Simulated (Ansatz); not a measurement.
Input and steps of a relaxation of cell and atoms on an ordered 8-atom cell of In3GaP4 on the zincblende lattice (R3m) (the plane-wave code Ansatz, PBE). The start is a rough guess from atomic radii.

```yaml
crystal:
  lattice:
    - [1.9626740688, 1.133150402, 12.8201333333]
    - [-1.9626740688, 1.133150402, 12.8201333333]
    - [0.0, -2.2663008039, 12.8201333333]
  atoms:
    - { symbol: Ga, position: [1.0, 0.0, 0.0] }
    - { symbol: In, position: [0.25, 0.25, 0.25] }
    - { symbol: In, position: [0.5, 0.5, 0.5] }
    - { symbol: In, position: [0.75, 0.75, 0.75] }
    - { symbol: P, position: [0.3125, 0.3125, 0.3125] }
    - { symbol: P, position: [0.5625, 0.5625, 0.5625] }
    - { symbol: P, position: [0.8125, 0.8125, 0.8125] }
    - { symbol: P, position: [0.0625, 0.0625, 0.0625] }
kpoints:
  mp_grid: { grid: [8, 8, 8] }
hamiltonian:
  xc: pbe
scf:
  occupations: { method: fermi_dirac, width: 0.02 }
relax:
  f_tol: 0.005
  cell: {}
output:
  write_density: true
  write_potential: true
  elf: true
  volumetric_format: npy
```

The trajectory has 7 recorded frames, each with positions in Å and forces in eV/Å. Some frames, the last among them, repeat a geometry solved again on a basis re-selected at its cell; pressure is positive in compression.

Step 1: energy 0.0 meV/atom from step 1, largest force component 1.653 eV/Å, pressure +15.02 GPa
```xyz
8
Lattice="1.9627 1.1332 12.8201 -1.9627 1.1332 12.8201 0.0000 -2.2663 12.8201" Properties=species:S:1:pos:R:3:forces:R:3 pbc="T T T"
Ga    1.9627    1.1332   12.8201    0.0000    0.0000    0.1664
In    0.0000    0.0000    9.6151    0.0000    0.0000    0.0308
In    0.0000    0.0000   19.2302    0.0000    0.0000    0.0003
In    0.0000    0.0000   28.8453    0.0000    0.0000   -0.1918
P     0.0000    0.0000   12.0189    0.0000    0.0000    1.6463
P     0.0000    0.0000   21.6340    0.0000    0.0000    0.0066
P     0.0000    0.0000   31.2491    0.0000    0.0000   -0.0053
P     0.0000    0.0000    2.4038    0.0000    0.0000   -1.6531
```

Step 2: energy -170.6 meV/atom from step 1, largest force component 0.375 eV/Å, pressure +0.70 GPa
```xyz
8
Lattice="2.0608 1.1898 13.4517 -2.0608 1.1898 13.4517 0.0000 -2.3796 13.4517" Properties=species:S:1:pos:R:3:forces:R:3 pbc="T T T"
Ga    2.0608    1.1898   13.4240    0.0000    0.0000    0.3332
In    0.0000    0.0000   10.2242    0.0000    0.0000   -0.1310
In    0.0000    0.0000   20.1855    0.0000    0.0000   -0.0339
In    0.0000    0.0000   30.1491    0.0000    0.0000    0.0669
P     0.0000    0.0000   12.8009    0.0000    0.0000   -0.3750
P     0.0000    0.0000   22.7538    0.0000    0.0000    0.0384
P     0.0000    0.0000   32.7208    0.0000    0.0000    0.0185
P     0.0000    0.0000    2.3476    0.0000    0.0000    0.0827
```

Step 3: energy -173.6 meV/atom from step 1, largest force component 0.061 eV/Å, pressure -0.02 GPa
```xyz
8
Lattice="2.0678 1.1938 13.5384 -2.0678 1.1938 13.5384 0.0000 -2.3877 13.5384" Properties=species:S:1:pos:R:3:forces:R:3 pbc="T T T"
Ga    2.0678    1.1938   13.5566    0.0000    0.0000   -0.0469
In    0.0000    0.0000   10.2380    0.0000    0.0000    0.0608
In    0.0000    0.0000   20.3069    0.0000    0.0000    0.0242
In    0.0000    0.0000   30.3784    0.0000    0.0000    0.0071
P     0.0000    0.0000   12.8261    0.0000    0.0000    0.0541
P     0.0000    0.0000   22.8760    0.0000    0.0000   -0.0078
P     0.0000    0.0000   32.9491    0.0000    0.0000   -0.0339
P     0.0000    0.0000    2.4070    0.0000    0.0000   -0.0577
```

Step 4: energy -173.8 meV/atom from step 1, largest force component 0.012 eV/Å, pressure +0.02 GPa
```xyz
8
Lattice="2.0671 1.1934 13.5339 -2.0671 1.1934 13.5339 0.0000 -2.3868 13.5339" Properties=species:S:1:pos:R:3:forces:R:3 pbc="T T T"
Ga    2.0671    1.1934   13.5441    0.0000    0.0000    0.0124
In    0.0000    0.0000   10.2462    0.0000    0.0000    0.0100
In    0.0000    0.0000   20.3035    0.0000    0.0000    0.0028
In    0.0000    0.0000   30.3619    0.0000    0.0000    0.0053
P     0.0000    0.0000   12.8306    0.0000    0.0000   -0.0096
P     0.0000    0.0000   22.8741    0.0000    0.0000   -0.0036
P     0.0000    0.0000   32.9330    0.0000    0.0000   -0.0061
P     0.0000    0.0000    2.3955    0.0000    0.0000   -0.0112
```

Step 5: energy -173.8 meV/atom from step 1, largest force component 0.005 eV/Å, pressure 0.00 GPa
```xyz
8
Lattice="2.0673 1.1936 13.5332 -2.0673 1.1936 13.5332 0.0000 -2.3871 13.5332" Properties=species:S:1:pos:R:3:forces:R:3 pbc="T T T"
Ga    2.0673    1.1936   13.5439    0.0000    0.0000    0.0053
In    0.0000    0.0000   10.2463    0.0000    0.0000    0.0033
In    0.0000    0.0000   20.3025    0.0000    0.0000    0.0020
In    0.0000    0.0000   30.3603    0.0000    0.0000    0.0029
P     0.0000    0.0000   12.8299    0.0000    0.0000   -0.0038
P     0.0000    0.0000   22.8732    0.0000    0.0000   -0.0024
P     0.0000    0.0000   32.9312    0.0000    0.0000   -0.0025
P     0.0000    0.0000    2.3950    0.0000    0.0000   -0.0049
```

Step 6: energy -173.8 meV/atom from step 1, largest force component 0.000 eV/Å, pressure 0.00 GPa
```xyz
8
Lattice="2.0674 1.1936 13.5327 -2.0674 1.1936 13.5327 0.0000 -2.3872 13.5327" Properties=species:S:1:pos:R:3:forces:R:3 pbc="T T T"
Ga    2.0674    1.1936   13.5437    0.0000    0.0000   -0.0001
In    0.0000    0.0000   10.2461    0.0000    0.0000    0.0000
In    0.0000    0.0000   20.3018    0.0000    0.0000    0.0004
In    0.0000    0.0000   30.3592    0.0000    0.0000    0.0001
P     0.0000    0.0000   12.8292    0.0000    0.0000   -0.0002
P     0.0000    0.0000   22.8722    0.0000    0.0000   -0.0002
P     0.0000    0.0000   32.9297    0.0000    0.0000   -0.0002
P     0.0000    0.0000    2.3947    0.0000    0.0000    0.0001
```

Step 7: energy -175.1 meV/atom from step 1, largest force component 0.000 eV/Å, pressure +0.03 GPa
```xyz
8
Lattice="2.0674 1.1936 13.5327 -2.0674 1.1936 13.5327 0.0000 -2.3872 13.5327" Properties=species:S:1:pos:R:3:forces:R:3 pbc="T T T"
Ga    2.0674    1.1936   13.5437    0.0000    0.0000    0.0005
In    0.0000    0.0000   10.2461    0.0000    0.0000    0.0001
In    0.0000    0.0000   20.3018    0.0000    0.0000    0.0003
In    0.0000    0.0000   30.3592    0.0000    0.0000   -0.0003
P     0.0000    0.0000   12.8292    0.0000    0.0000    0.0000
P     0.0000    0.0000   22.8722    0.0000    0.0000   -0.0001
P     0.0000    0.0000   32.9297    0.0000    0.0000   -0.0001
P     0.0000    0.0000    2.3947    0.0000    0.0000   -0.0004
```

The walk took 6 steps, besides SCFs solved again on a fresh basis, and changed the volume by +17.1 %. The last SCF, on a fresh basis, lies 175 meV an atom below the first. Final cell: it is trigonal, R3m (No. 160); conventional cell a = 4.135 Å, c = 40.598 Å, 25.05 Å³ an atom. Ga is surrounded by 4 P at 2.38–2.49 Å; In is surrounded by 4 P at 2.55–2.58 Å; In is surrounded by 4 P at 2.55–2.57 Å; P is surrounded by 3 Ga at 2.49 Å and 1 In at 2.58 Å; P is surrounded by 4 In at 2.55–2.57 Å; P is surrounded by 1 Ga at 2.38 Å and 3 In at 2.55 Å.

Command: `ansatz run input.yaml --threads 4 --pin off --max-ram 6451MiB --backend cpu --events-out ev --progress --plain --runs-dir out`. Wall time 42 s on 4 threads of Intel(R) Xeon(R) 6975P-C (Granite Rapids), with other jobs on the host, load about 0.1 per core; peak host memory 0.89 GiB.

Note: simulated data, non-magnetic, for a generated structure that need not be the stable one.
